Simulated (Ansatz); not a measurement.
A geometry of Ni away from equilibrium: the start of the relaxation of a relaxed Ni cell, doubled along one cell vector, shaken by Gaussian noise of σ = 0.08 Å a coordinate. Calculation: PBE (plane waves to 420 eV, PAW, scalar-relativistic; Ansatz, a quantum-chemistry and plane-wave program). Γ-centred k-mesh 14×7×14 on the run's cell (coarser than for final values), Fermi–Dirac smearing 0.05 eV.

```xyz
2
Lattice="2.3298 0.0000 0.0000 0.0000 4.6596 0.0000 0.0000 0.0000 2.3298" Properties=species:S:1:pos:R:3 pbc="T T T"
Ni     1.2556     1.0370     1.1133
Ni     1.2899     3.4900     1.2818
```
Spin-polarised start, with parallel moments on Ni.

### Question
Which atoms carry the largest force, and which way does it point?

### Answer
0.92 eV/Å, on Ni1, Ni2 (atoms numbered as listed); on Ni1 its components are (-0.04, 0.90, -0.21).

### Question
What is the pressure?

### Answer
+1.1 GPa, compression positive.

Spin state reached: ferromagnetic (net 0.63 μB/atom), from parallel starting moments; other spin orders were not run from this start.

The run could not lose the symmetry of its start.

Of the parent cell (Pm-3m (No. 221)): it is a generated cell of Ni: the first start was made by placing the elements on the sites of a structure type, and the end was not matched to a known phase here, so it may be hypothetical. Known forms of Ni include space group No. 225.
